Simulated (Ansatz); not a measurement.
## Quadrupolar parameters in ZnS

The cell is a computed structure from the Materials Project (it need not be an observed phase), whose atoms a relaxation with PBE at fixed cell left in place.

```yaml
crystal:
  lattice:
    - [3.80732, 0.00000, 0.00000]
    - [-1.90366, 3.29723, 0.00000]
    - [0.00000, 0.00000, 31.14240]
  atoms:
    - { symbol: Zn, position: [0.66667, 0.33333, 0.20003] }
    - { symbol: Zn, position: [0.00000, 0.00000, 0.79997] }
    - { symbol: Zn, position: [0.66667, 0.33333, 0.90003] }
    - { symbol: Zn, position: [0.33333, 0.66667, 0.70003] }
    - { symbol: Zn, position: [0.33333, 0.66667, 0.10005] }
    - { symbol: Zn, position: [0.66667, 0.33333, 0.60005] }
    - { symbol: Zn, position: [0.00000, 0.00000, 0.00010] }
    - { symbol: Zn, position: [0.33333, 0.66667, 0.40003] }
    - { symbol: Zn, position: [0.00000, 0.00000, 0.29997] }
    - { symbol: Zn, position: [0.00000, 0.00000, 0.50010] }
    - { symbol: S, position: [0.66667, 0.33333, 0.27494] }
    - { symbol: S, position: [0.00000, 0.00000, 0.07499] }
    - { symbol: S, position: [0.66667, 0.33333, 0.67497] }
    - { symbol: S, position: [0.00000, 0.00000, 0.87486] }
    - { symbol: S, position: [0.33333, 0.66667, 0.77494] }
    - { symbol: S, position: [0.00000, 0.00000, 0.57499] }
    - { symbol: S, position: [0.33333, 0.66667, 0.17497] }
    - { symbol: S, position: [0.33333, 0.66667, 0.47506] }
    - { symbol: S, position: [0.66667, 0.33333, 0.97506] }
    - { symbol: S, position: [0.00000, 0.00000, 0.37486] }
```

Sites (sets of like atoms) are named by element and the number of their first atom in this list.

All values are calculated (Ansatz; DFT, PBE, plane waves and PAW (field gradients read without the response of the frozen cores, which leaves them typically 4 to 6 % off), scalar-relativistic, 420 eV cutoff, Γ-centred 8×8×1 k-points, Fermi–Dirac smearing 0.02 eV), not measured.

Conventions: |V_zz| ≥ |V_yy| ≥ |V_xx|, η = (V_xx − V_yy)/V_zz, C_Q = eQV_zz/h.

⁶⁷Zn: I = 5/2, Q = 122.0 mb; ³³S: I = 3/2, Q = -69.40 mb. Nuclear quadrupole moments: year-2017 set (Pyykkö).

```
site  atoms (order as listed)          first shell  V_zz (10²¹ V/m²)     η  C_Q (MHz)
 Zn1                     1, 4        4 S at 2.33 Å            <0.005     –         ≈0
 Zn2               2, 5, 6, 9        4 S at 2.33 Å             0.013  0.00      0.038
 Zn3                     3, 8   4 S at 2.33–2.34 Å            -0.082  0.00     -0.243
 Zn7                    7, 10        4 S at 2.33 Å             0.052  0.00      0.154
 S11                   11, 15       4 Zn at 2.33 Å             0.047  0.00     -0.078
 S12                   12, 16       4 Zn at 2.33 Å             0.061  0.00     -0.102
 S13                   13, 17       4 Zn at 2.33 Å             0.056  0.00     -0.093
 S14                   14, 20       4 Zn at 2.33 Å              0.12  0.00     -0.207
 S18                   18, 19  4 Zn at 2.33–2.34 Å              0.21  0.00     -0.348
```

An axis of threefold or higher order runs through Zn2, Zn3, Zn7, S11, S12 and S13 and others, so V_zz lies along it and η is zero.

The relaxation (2 steps) took 36 s of wall time (36 s of CPU time) and 0.93 GiB at its peak, on 1 thread of Intel Xeon 6975P-C (Granite Rapids) (x86_64; 16 cores open to the job, memory cap 3.0 GiB, no GPU), a shared host with a load of 0.1 a core.
